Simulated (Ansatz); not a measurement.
## Density of states of PtPb

```
Pt Pb
1.0
     4.25000    0.00000    0.00000
    -2.12500    3.68061    0.00000
     0.00000    0.00000    5.45600
Pt Pb
2 2
Direct
  0.33333 0.66667 0.25000
  0.66667 0.33333 0.75000
  0.00000 0.00000 0.00000
  0.00000 0.00000 0.50000
```

The cell comes from COD entry 1522617, which wasn't checked; take it as a given geometry. It is an old determination, and later ones may differ.

No spin–orbit coupling, which matters for the heavy atoms here.

Level of theory: DFT, LDA, all-electron LAPW, scalar-relativistic in Ansatz 0.2.0.

The runs use a Γ-centred 10×10×7 k mesh, Fermi–Dirac smearing of 0.05 eV, basis error target 0.5 meV/atom, no spin polarisation.

States per eV and cell, averaged over 0.6 eV, from -5.8 to 3.6 eV, with energies (bin centres) from the Fermi level; empty bins are left out. The partial columns, the largest 3 alone, are projections on Löwdin-orthogonalised atomic shells (those that the program's projection atoms carry: the occupied ones and, for some elements, an empty d or f shell; other empty shells have no column), summed over atoms of an element. Weights on diffuse s and p shells depend on that basis and aren't pure angular character.

```
E (eV)  total  Pt 5d  Pb 6p  Pt 6s
  -5.6   1.22   0.21   0.69   0.24
  -5.0   1.95   0.60   0.95   0.27
  -4.4   2.60   1.27   1.00   0.21
  -3.8   5.53   4.02   1.31   0.10
  -3.2   7.41   5.98   1.20   0.04
  -2.6   5.95   5.60   0.22   0.05
  -2.0   8.14   7.67   0.22   0.12
  -1.4   2.13   1.54   0.24   0.22
  -0.8   3.15   1.91   0.58   0.40
  -0.2   2.09   0.92   0.61   0.23
   0.4   1.67   0.58   0.64   0.17
   1.0   1.76   0.46   0.81   0.21
   1.6   1.57   0.34   0.80   0.17
   2.2   1.29   0.21   0.68   0.19
   2.8   1.79   0.23   0.92   0.31
   3.4   1.28   0.13   0.63   0.21
```

(1) Which of the resolved shells contributes most within 0.3 eV of the Fermi level?

(2) Where is the centre of the filled Pt 5d states between -14 eV and the top of the filled states?

## Answers

(1) Pt 5d, with 41 % of all states there; Pb 6p follows with 32 %.

(2) -2.77 eV from the Fermi level.
